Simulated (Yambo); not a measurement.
BeO (wurtzite, space group P6_3mc, No. 186); a = b = 2.694 Å, c = 4.376 Å, α = β = 90.00°, γ = 120.00°. With the G0W0 scissor the direct gap on the mesh is 10.24 eV. Axes are Cartesian, with cell vectors (Å) (2.69, 0.00, 0.00), (-1.35, 2.33, 0.00), (0.00, 0.00, 4.38).

**Question.** Can the lowest exciton of this BSE run be trusted, and with what binding energy? (Yambo, PBE bands; 12×12×6 mesh, 5 valence and 2 conduction bands, static screening with 19 bands and a 4 Ry block, scissor 2.51 eV, Tamm-Dancoff.)

**Answer.** No. The lowest state covers only about 7 of the 864 k points, so the mesh doesn't resolve it: its energy and its distance from the direct gap are mesh artefacts. An extended exciton needs a far denser mesh. The scissor comes from a G0W0 run whose convergence isn't established. 

Geometry of the Materials Project entry, not relaxed at this level.
